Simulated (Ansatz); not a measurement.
ScZn:
```xyz
2
Lattice="3.3306 0.0000 0.0000 0.0000 3.3306 0.0000 0.0000 0.0000 3.3306" Properties=species:S:1:pos:R:3 pbc="T T T"
Sc     0.0000     0.0000     0.0000
Zn     1.6653     1.6653     1.6653
```

Relaxed with r²SCAN. Special points in fractions of this cell's reciprocal vectors: Γ (0.000, 0.000, 0.000); X (0.000, 0.500, 0.000); M (0.500, 0.500, 0.000); R (0.500, 0.500, 0.500).

**Question.** List the band energies nearest the Fermi level at these points for r²SCAN (plane waves, PAW; program Ansatz).

**Answer.** In eV from the Fermi level; about four levels below and three above (degenerate sets whole), none deeper than 8.9 eV; points with the same levels are listed once.

| k | below | above |
|---|---|---|
| Γ | -7.46 -7.46 -7.11 -7.11 -7.11 | 0.18 0.18 3.16 3.16 3.16 |
| X | -7.19 -7.19 -7.08 -4.74 -3.87 | 0.51 1.34 1.34 |
| M | -6.95 -3.75 -0.80 -0.80 | 0.38 2.30 2.30 |
| R | -6.94 -6.94 -1.85 -1.85 -1.85 | 0.98 3.97 3.97 |

Space group Pm-3m (CsCl type). The first step of the workflow began from a Materials Project structure, measured or hypothetical; the Crystallography Open Database files this formula in space group No. 221, but the cells were not matched. Whether it is the stable phase at ambient conditions was not checked. The r²SCAN relaxation kept the symmetry of its start; whether a distortion lowers the energy is not shown. The run is not spin-polarised.

Potentials: the later of the program's two PAW sets.
